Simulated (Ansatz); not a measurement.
YN (rock salt, Fm-3m), r²SCAN in the plane-wave PAW code Ansatz. The conduction-band minimum lies at X, with 3 equivalent valleys. Second derivatives d²E/dk² of the lowest band at one valley (eV·Å²), along Cartesian directions:

```csv
direction,d²E/dk²
[100],6.027
[010],51.66
[001],51.66
[110],28.89
[101],28.89
[011],51.62
```

Q: Find the principal effective masses, the density-of-states mass and the conductivity mass.

A: Off-diagonal terms follow from H_xy = H[110] − (H_xx + H_yy)/2, and m*/mₑ = 7.620 eV·Å² over each eigenvalue: 0.15, 0.15, 1.3. One valley's DOS mass (m₁m₂m₃)^(1/3) = 0.30, conductivity mass 3/(Σ 1/mᵢ) = 0.21 mₑ.

Q: What effective density of states Nc follows at 300 K for parabolic valleys?

A: Nc = 2.509e19 × 3 × (0.30)^(3/2) ≈ 1.2e19 cm⁻³.

The cell was relaxed with r²SCAN under the symmetry of its start. No spin polarisation was allowed. The volume moved by -25 % from the start of the relaxation. Spin–orbit coupling is left out wherever it is not named.

Potentials: the later of the program's two PAW sets.

Edges and masses are those of Kohn–Sham bands, whose gap is no quasiparticle gap.
